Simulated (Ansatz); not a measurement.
Ti2GeC in space group P6_3/mmc (No. 194; Ti on 4f, Ge on 2d, C on 2a), PBE (plane waves, PAW; program Ansatz), all energies at zero smearing, with the estimated change up to a 700 eV cutoff added, with one set of potentials and settings (totals compare only within such a set). Cell of 8 atoms (4 Ti, 2 Ge, 2 C): -19097.114 eV.

```
element                reference phase  E (eV/atom)
-------  -----------------------------  -----------
Ti         P6/mmm, 3 atoms in the cell   -2499.6739
Ge          Fd-3m, 2 atoms in the cell   -4294.9847
C        P6_3/mmc, 4 atoms in the cell    -250.9479
```

Formation energy per atom, worked out: (-19097.114 − 4×(-2499.6739) − 2×(-4294.9847) − 2×(-250.9479))/8 = -0.819 eV/atom (-79 kJ per mol of atoms), at 0 K, without zero-point energy or fitted corrections.

The first step of the workflow began from a Materials Project structure, measured or hypothetical; the Crystallography Open Database copy checked does not list it. Its standing as an ambient phase is unchecked. The cell was relaxed with PBE under the symmetry of its start; whether a distortion lowers the energy is not shown. The run is not spin-polarised. The references are the lowest solids computed at this level, not always the standard phases.

Potentials: the later of the program's two PAW sets.
